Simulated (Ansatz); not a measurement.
Theory: DFT PBE, scalar-relativistic, plane waves, PAW in Ansatz 0.2.0. Settings: cutoff 420 eV, Γ-centred meshes spaced at most about 0.3 Å⁻¹, and about 0.25 Å⁻¹ or finer for metals (2π included), Gaussian smearing. No spin polarisation in the final relaxations.

Temperature and zero-point effects are left out.

Two forms of Ge₅W were relaxed alike.

A. Space group P4/mmm (No. 123), tetragonal, a = 6.297 Å, c = 3.296 Å. Around Ge on a site of symmetry 4/mmm lie 8 Ge at 2.57 Å and 2 Ge at 3.30 Å; Ge on a site of symmetry m2m is surrounded by 1 Ge at 2.35 Å, 2 Ge at 2.57 Å, 2 Ge at 2.79 Å, 2 Ge at 3.30 Å and 2 W at 3.36 Å; W has 2 W at 3.30 Å and 8 Ge at 3.36 Å.

B. Space group F-43m (No. 216), cubic, a = 9.136 Å. Ge on a site of symmetry 3m has 1 W at 2.38 Å, 3 Ge at 2.57 Å, 3 Ge at 3.74 Å and 3 Ge at 3.89 Å; around Ge on a site of symmetry -43m lie 12 Ge at 3.74 Å (long contacts); around W lie 4 Ge at 2.38 Å.

Question: Which form is favoured at zero pressure, and by what margin per atom?

Answer: B is lower, by 168 meV/atom. A has space group P4/mmm (No. 123), 21.8 Å³/atom and no gap on its mesh; B has space group F-43m (No. 216), 31.8 Å³/atom and no gap. Counting Ge atoms around W (those within 1.25 times the shortest such distance or 1.15 times the sum of covalent radii; the shortest distance is added where it is long for a bond), A has W 8 from 3.4 Å and B has W 4. A holds Ge–Ge bonds in all directions (shortest 2.35 Å); B holds Ge–Ge units of three or more atoms (shortest 2.57 Å). The lower one is the more open, so pressure narrows the difference. Even the lower one lies +1.18 eV/atom against the reference forms of the elements (uncorrected), so neither is stable at this level. Both come from invented guesses. A third cell relaxed alike, in P4/mmm, lies 0.87 eV/atom below the lower of the two.

These runs have no spin–orbit coupling, which can matter for W. A magnetic state wasn't ruled out in cells without spin, among them P4/mmm. Cells relaxed within their symmetry can be saddle points.
